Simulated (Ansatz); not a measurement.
BaSrCeZrO6, one structure, two calculations

Cell: a computed structure from the Materials Project (it need not be an observed phase).

Space group P-1 (No. 2); a = 6.0682, b = 6.0927, c = 8.5830 Å, α = 90.17°, β = 90.15°, γ = 90.23°.

```
site  Wyckoff  site symmetry       x       y       z
  Ba       2i              1  0.5057  0.5240  0.2499
  Sr       2i              1  0.9944  0.0310  0.2513
 Ce5       1c             -1  0.0000  0.5000  0.0000
 Ce6       1f             -1  0.5000  0.0000  0.5000
 Zr7       1d             -1  0.5000  0.0000  0.0000
 Zr8       1g             -1  0.0000  0.5000  0.5000
  O9       2i              1  0.2212  0.2059  0.9535
 O10       2i              1  0.2750  0.7114  0.5343
 O13       2i              1  0.2902  0.7242  0.9639
 O14       2i              1  0.2034  0.2185  0.5447
 O17       2i              1  0.4133  0.9933  0.2422
 O18       2i              1  0.0666  0.4648  0.2575
```

One atom of each set is listed.

First run. All values are calculated (Ansatz; DFT, PBE, plane waves and PAW, scalar-relativistic, 420 eV cutoff, Γ-centred 4×4×3 k-points, Fermi–Dirac smearing 0.02 eV), not measured.

| site | V_zz (10²¹ V/m²) | η |
| --- | --- | --- |
| Ba | -6.14 | 0.41 |
| Sr | -5.34 | 0.25 |
| Ce5 | -5.52 | 0.41 |
| Ce6 | -5.94 | 0.54 |
| Zr7 | -2.43 | 0.29 |
| Zr8 | -2.76 | 0.31 |
| O9 | -0.72 | 0.89 |
| O10 | 1.22 | 0.29 |
| O13 | 1.26 | 0.25 |
| O14 | 0.65 | 1.00 |
| O17 | 0.59 | 0.98 |
| O18 | 0.80 | 0.27 |

Second run. The same atoms and settings, except that the cutoff is 350 eV.

Problem. Given the first result, estimate the second.

Solution. 

| site | V_zz | η | change of V_zz |
| --- | --- | --- | --- |
| Ba | -6.13 | 0.41 | +0.01 |
| Sr | -5.26 | 0.26 | +0.08 |
| Ce5 | -5.52 | 0.41 | 0.00 |
| Ce6 | -5.94 | 0.54 | 0.00 |
| Zr7 | -2.42 | 0.29 | +0.01 |
| Zr8 | -2.75 | 0.31 | +0.01 |
| O9 | -0.68 | 0.93 | +0.04 |
| O10 | 1.18 | 0.26 | -0.04 |
| O13 | 1.22 | 0.24 | -0.04 |
| O14 | 0.62 | 0.96 | -0.03 |
| O17 | 0.57 | 0.94 | -0.02 |
| O18 | 0.78 | 0.23 | -0.02 |

The largest change of V_zz is on Sr, from -5.34 to -5.26. In per cent, |V_zz| changes by 0 on Ba, -1 on Sr, 0 on Ce, -1 to 0 on Zr, -5 to -3 on O (all sites that start above 0.5).

Without spin–orbit coupling the gradients at and beside Ce can be off by some per cent, at some sites by more.
